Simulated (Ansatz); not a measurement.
Be: what symmetry allows forces and stress to be

```xyz
2
Lattice="2.3235 0.0000 0.0000 -1.1618 2.0122 0.0000 0.0000 0.0000 3.7465" Properties=species:S:1:pos:R:3 pbc="T T T"
Be    0.0000    1.3415    1.0927
Be    1.1618    0.6707    2.6538
```

All numbers below come from Ansatz, DFT PBEsol, scalar-relativistic, plane waves, PAW.

Plane waves to 420 eV, a k mesh through Γ of 18×18×10 on the computed 2-atom cell and Gaussian smearing (0.10 eV); no spin polarisation.

This distorted cell has space group P-3m1, with 12 operations.

Task: Without a calculation: in which directions can each atom feel a force?

Result: A force must be left unchanged by every operation that keeps its atom in place, so it lies in the space that those operations leave fixed. Atoms that the group maps onto each other feel forces of one size.
```
atom site symmetry operations at the site equivalent to atom allowed force (Cartesian)
 Be1            3m.                       6                   1   along (0.00, 0.00, 1.00)
 Be2            3m.                       6                   1   along (0.00, 0.00, 1.00)
```

That leaves 1 independent force component of 6. A relaxation in this cell that keeps the symmetry moves the atoms in these directions alone.

Task: And the stress tensor?

Result: It must be invariant under the point group, which leaves 2 independent components: yz, xz, xy vanish; xx = yy.

Task: Do the computed values obey this?

Result: Yes. Forces (eV/Å):
```
Be1  0.000  0.000 -1.885
Be2  0.000  0.000  1.885
```

Stress (GPa, compression positive, xx yy zz yz xz xy): -6.18 -6.18 -3.21 0.00 0.00 0.00. The program imposes the same operations on density, forces and stress, so this confirms the analysis and is no independent test of the calculation.